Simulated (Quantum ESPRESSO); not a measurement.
# Band energies of NaCl at -3 % isotropic strain

```
CELL_PARAMETERS angstrom
      0.00000     2.71772     2.71772
      2.71772     0.00000     2.71772
      2.71772     2.71772     0.00000
ATOMIC_POSITIONS crystal
  Na 0.00000 0.00000 0.00000
  Cl 0.50000 0.50000 0.50000
```

norm-conserving PBEsol (Quantum ESPRESSO, 88 Ry, scalar-relativistic); path ΓXWKΓLUWLK,UX; energies in eV from the valence-band maximum.

| k (1/Å) | point | band 4 | band 5 | band 6 | band 7 | band 8 | band 9 | band 10 | band 11 |
|---|---|---|---|---|---|---|---|---|---|
| 0.00 | Γ | -20.53 | -12.92 | 0.00 | 0.00 | 0.00 | 5.38 | 10.99 | 10.99 |
| 0.21 |  | -20.53 | -12.87 | -0.27 | -0.07 | -0.07 | 5.79 | 10.46 | 11.23 |
| 0.53 |  | -20.54 | -12.68 | -1.16 | -0.34 | -0.34 | 7.27 | 9.06 | 11.23 |
| 0.84 |  | -20.54 | -12.47 | -1.81 | -0.62 | -0.62 | 7.96 | 8.08 | 11.07 |
| 1.16 | X | -20.54 | -12.39 | -2.02 | -0.73 | -0.73 | 7.71 | 7.73 | 11.93 |
| 1.50 |  | -20.55 | -12.37 | -1.80 | -1.06 | -0.86 | 8.50 | 8.57 | 11.00 |
| 1.73 | W | -20.55 | -12.36 | -1.46 | -1.46 | -0.93 | 9.15 | 9.76 | 9.76 |
| 1.87 |  | -20.54 | -12.37 | -1.60 | -1.36 | -0.85 | 8.92 | 9.33 | 10.29 |
| 2.14 | K | -20.54 | -12.38 | -1.72 | -1.37 | -0.61 | 8.23 | 9.22 | 10.89 |
| 2.24 |  | -20.54 | -12.38 | -1.57 | -1.56 | -0.55 | 8.46 | 9.65 | 10.52 |
| 2.55 |  | -20.53 | -12.48 | -1.77 | -0.98 | -0.34 | 8.51 | 9.72 | 10.27 |
| 2.86 |  | -20.53 | -12.69 | -1.22 | -0.41 | -0.14 | 7.15 | 9.72 | 11.23 |
| 3.16 |  | -20.53 | -12.88 | -0.30 | -0.07 | -0.02 | 5.76 | 10.57 | 11.13 |
| 3.37 | Γ | -20.53 | -12.92 | 0.00 | 0.00 | 0.00 | 5.38 | 10.99 | 10.99 |
| 3.47 |  | -20.53 | -12.91 | -0.08 | -0.01 | -0.01 | 5.47 | 10.88 | 11.03 |
| 3.77 |  | -20.53 | -12.76 | -0.97 | -0.12 | -0.12 | 6.53 | 10.12 | 11.38 |
| 3.97 |  | -20.53 | -12.62 | -1.66 | -0.23 | -0.23 | 7.11 | 10.25 | 11.29 |
| 4.27 |  | -20.53 | -12.46 | -2.29 | -0.33 | -0.33 | 7.24 | 11.03 | 11.03 |
| 4.37 | L | -20.53 | -12.45 | -2.33 | -0.34 | -0.34 | 7.24 | 11.00 | 11.00 |
| 4.57 |  | -20.53 | -12.43 | -2.25 | -0.53 | -0.38 | 7.57 | 10.55 | 11.17 |
| 4.88 |  | -20.54 | -12.39 | -1.86 | -1.20 | -0.52 | 8.42 | 9.73 | 10.48 |
| 5.08 | U | -20.54 | -12.38 | -1.72 | -1.37 | -0.61 | 8.23 | 9.22 | 10.89 |
| 5.18 |  | -20.54 | -12.38 | -1.70 | -1.36 | -0.65 | 8.34 | 9.23 | 10.79 |
| 5.49 | W | -20.55 | -12.36 | -1.46 | -1.46 | -0.93 | 9.15 | 9.76 | 9.76 |
| 5.79 |  | -20.54 | -12.39 | -1.85 | -1.15 | -0.62 | 8.85 | 9.50 | 10.27 |
| 6.10 |  | -20.53 | -12.43 | -2.25 | -0.53 | -0.38 | 7.58 | 10.54 | 11.17 |
| 6.30 | L | -20.53 | -12.45 | -2.33 | -0.34 | -0.34 | 7.24 | 11.00 | 11.00 |
| 6.39 |  | -20.53 | -12.44 | -2.32 | -0.38 | -0.34 | 7.30 | 10.90 | 11.05 |
| 6.66 |  | -20.54 | -12.41 | -2.09 | -0.85 | -0.44 | 8.10 | 10.03 | 10.76 |
| 6.92 |  | -20.54 | -12.38 | -1.71 | -1.39 | -0.58 | 8.34 | 9.47 | 10.66 |
| 7.01 | K | -20.54 | -12.38 | -1.72 | -1.37 | -0.61 | 8.23 | 9.22 | 10.89 |
| 7.01 | U | -20.54 | -12.38 | -1.72 | -1.37 | -0.61 | 8.23 | 9.22 | 10.89 |
| 7.11 |  | -20.54 | -12.38 | -1.85 | -1.14 | -0.66 | 8.02 | 8.68 | 11.27 |
| 7.42 | X | -20.54 | -12.39 | -2.02 | -0.73 | -0.73 | 7.71 | 7.73 | 11.93 |

The PBEsol gap is direct, 5.38 eV at Γ.

Geometry strained from the cell relaxed with PBEsol, atoms relaxed again.
